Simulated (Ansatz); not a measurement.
TiI4:
```cif
data_I8Ti2
_chemical_formula_sum 'Ti2 I8'
_space_group_name_H-M_alt 'P 1'
_space_group_IT_number 1
_cell_length_a 8.08797
_cell_length_b 8.08797
_cell_length_c 6.95898
_cell_angle_alpha 89.371
_cell_angle_beta 90.629
_cell_angle_gamma 117.351
loop_
_space_group_symop_operation_xyz
  'x, y, z'
loop_
_atom_site_label
_atom_site_type_symbol
_atom_site_fract_x
_atom_site_fract_y
_atom_site_fract_z
_atom_site_occupancy
Ti1 Ti 0.34266 0.34266 0.75000 1
Ti2 Ti 0.65734 0.65734 0.25000 1
I1 I 0.71865 0.49604 0.92847 1
I2 I 0.28135 0.50396 0.07153 1
I3 I 0.49604 0.71865 0.57153 1
I4 I 0.50396 0.28135 0.42847 1
I5 I 0.01909 0.26464 0.60599 1
I6 I 0.98091 0.73536 0.39401 1
I7 I 0.26464 0.01909 0.89401 1
I8 I 0.73536 0.98091 0.10599 1
```

Relaxed with r²SCAN.

Which orbitals make up the states near the band edges in DFT-r²SCAN in the program Ansatz with PAW potentials?

Top 1 eV of the valence band: I 5p 94 %. Bottom 1 eV of the conduction band: Ti 3d 79 %, I 5p 20 %. Projections are on Löwdin-orthogonalised atomic valence shells; empty p or d shells of many metals are not among them.

Tabulate the density of states.

States/eV per cell of 10 atoms, in 0.25 eV bins, energy from the valence-band maximum.

```tsv
E (eV)	total	I 5p	Ti 3d	Ti 4s
-7.85	0.00	0.00	0.00	0.00
-7.60	0.00	0.00	0.00	0.00
-7.35	0.00	0.00	0.00	0.00
-7.10	0.00	0.00	0.00	0.00
-6.85	0.00	0.00	0.00	0.00
-6.60	0.00	0.00	0.00	0.00
-6.35	0.00	0.00	0.00	0.00
-6.10	0.00	0.00	0.00	0.00
-5.85	0.00	0.00	0.00	0.00
-5.60	0.00	0.00	0.00	0.00
-5.35	0.00	0.00	0.00	0.00
-5.10	0.00	0.00	0.00	0.00
-4.85	0.00	0.00	0.00	0.00
-4.60	0.00	0.00	0.00	0.00
-4.35	0.00	0.00	0.00	0.00
-4.10	0.57	0.43	0.02	0.09
-3.85	6.35	4.83	0.18	0.96
-3.60	5.99	4.72	0.23	0.63
-3.35	4.87	4.10	0.26	0.26
-3.10	11.50	10.27	0.99	0.04
-2.85	19.15	16.36	2.37	0.11
-2.60	11.10	9.16	1.62	0.09
-2.35	17.10	13.25	3.40	0.08
-2.10	13.57	10.66	2.56	0.05
-1.85	9.72	7.98	1.55	0.02
-1.60	11.25	9.52	1.54	0.03
-1.35	14.98	12.83	1.90	0.05
-1.10	15.41	13.94	1.25	0.03
-0.85	11.95	10.97	0.83	0.02
-0.60	14.78	13.86	0.78	0.01
-0.35	17.42	16.60	0.70	0.01
-0.10	6.29	6.13	0.13	0.00
0.15	0.00	0.00	0.00	0.00
0.40	0.00	0.00	0.00	0.00
0.65	0.00	0.00	0.00	0.00
0.90	0.00	0.00	0.00	0.00
1.15	0.17	0.02	0.15	0.00
1.40	22.92	3.75	18.79	0.05
1.65	24.45	5.64	18.49	0.03
1.90	0.46	0.12	0.33	0.00
2.15	0.00	0.00	0.00	0.00
2.40	8.16	2.45	5.17	0.00
2.65	7.82	2.51	4.84	0.00
2.90	16.02	6.03	9.35	0.01
3.15	0.00	0.00	0.00	0.00
3.40	0.00	0.00	0.00	0.00
3.65	0.00	0.00	0.00	0.00
3.90	0.00	0.00	0.00	0.00
4.15	0.00	0.00	0.00	0.00
4.40	0.00	0.00	0.00	0.00
4.65	0.00	0.00	0.00	0.00
4.90	0.00	0.00	0.00	0.00
5.15	0.00	0.00	0.00	0.00
5.40	0.00	0.00	0.00	0.00
5.65	0.39	0.05	0.00	0.09
5.90	2.73	0.28	0.02	0.51
6.15	5.70	0.54	0.04	1.02
```

Space group C2/c. The first step of the workflow began from a Materials Project structure, measured or hypothetical; the Crystallography Open Database files this formula in space group No. 15, but the cells were not matched. Its standing as an ambient phase is unchecked. The r²SCAN relaxation kept the symmetry of its start; whether a distortion lowers the energy is not shown. The run is not spin-polarised. A crystal of weakly bound chains computed without a dispersion correction: the cell and the soft elastic constants depend strongly on that. Spin–orbit coupling is left out wherever it is not named.

Potentials: the later of the program's two PAW sets.
